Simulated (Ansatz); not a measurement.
Relaxed AlNi (CsCl type):

```
CELL_PARAMETERS angstrom
      2.89266     0.00000     0.00000
      0.00000     2.89266     0.00000
      0.00000     0.00000     2.89266
ATOMIC_POSITIONS crystal
  Al 0.00000 0.00000 0.00000
  Ni 0.50000 0.50000 0.50000
```

In this cell atom 2 (Ni, nearest neighbour Al at 2.505 Å; its periodic images, 2.9 Å or more away, move with it) is moved by u·(0.707, 0.707, 0.000) + v·(0.000, 0.000, 1.000); the rest is frozen.

The numbers are results of PBE (plane waves to 420 eV, PAW, scalar-relativistic; Ansatz, a quantum-chemistry and plane-wave program), not measurements. k mesh 13×13×13 (Γ-centred), Fermi-Dirac smearing 0.05 eV. The energy includes the smearing's −TS. With partly filled bands, energies and forces of such displacements shift with the k mesh and the smearing. AlNi is run without spin polarisation. AlNi was relaxed with its symmetry unable to fall. The PAW data are Ansatz's earlier set. ΔE is measured from the undisplaced structure. Axes are in Å.

```csv
ΔE (meV/cell),u = -0.380,u = -0.253,u = -0.127,u = 0.000,u = 0.127,u = 0.253,u = 0.380
v = -0.380,1099,695,477,409,477,695,1099
v = -0.253,744,___,___,___,___,___,744
v = -0.127,530,247,94,45,94,247,530
v = 0.000,458,191,46,0,46,191,458
v = 0.127,530,247,94,45,94,247,530
v = 0.253,744,___,___,___,___,___,744
v = 0.380,1099,695,477,409,477,695,1099
```

Q: Complete the blanks.

A: 
- v = -0.253, u = -0.253: 416
- v = -0.253, u = -0.127: 238
- v = -0.253, u = 0.000: 182
- v = -0.253, u = 0.127: 238
- v = -0.253, u = 0.253: 416
- v = 0.253, u = -0.253: 416
- v = 0.253, u = -0.127: 238
- v = 0.253, u = 0.000: 182
- v = 0.253, u = 0.127: 238
- v = 0.253, u = 0.253: 416

(A displaced cell: forces are minus the slopes of the energy, force constants its curvatures, and phonons follow from these.)
